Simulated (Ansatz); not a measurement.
Consider the following.

Cu₃Au:
```cif
data_AuCu3
_chemical_formula_sum 'Cu3 Au1'
_space_group_name_H-M_alt 'P 1'
_space_group_IT_number 1
_cell_length_a 3.78084
_cell_length_b 3.78084
_cell_length_c 3.78084
_cell_angle_alpha 90.000
_cell_angle_beta 90.000
_cell_angle_gamma 90.000
loop_
_space_group_symop_operation_xyz
  'x, y, z'
loop_
_atom_site_label
_atom_site_type_symbol
_atom_site_fract_x
_atom_site_fract_y
_atom_site_fract_z
_atom_site_occupancy
Cu1 Cu 0.00000 0.50000 0.50000 1
Cu2 Cu 0.50000 0.50000 0.00000 1
Cu3 Cu 0.50000 0.00000 0.50000 1
Au1 Au 0.00000 0.00000 0.00000 1
```

This is the PBE-relaxed structure.

**Question.** All from the program Ansatz at the PBE level (PAW), unless another level is named. Give the formation energy from the elements (no fitted shifts).

**Answer.** -0.043 eV/atom.

**Question.** What about the density of states at the Fermi level?

**Answer.** 0.26 states/eV per atom (mean over ±0.08 eV).

Space group Pm-3m (Cu3Au type). The PBE relaxation kept the symmetry of its start. The run is not spin-polarised. The references are the lowest solids computed at this level, not always the standard phases. Spin–orbit coupling is left out wherever it is not named.

Potentials: the later of the program's two PAW sets.
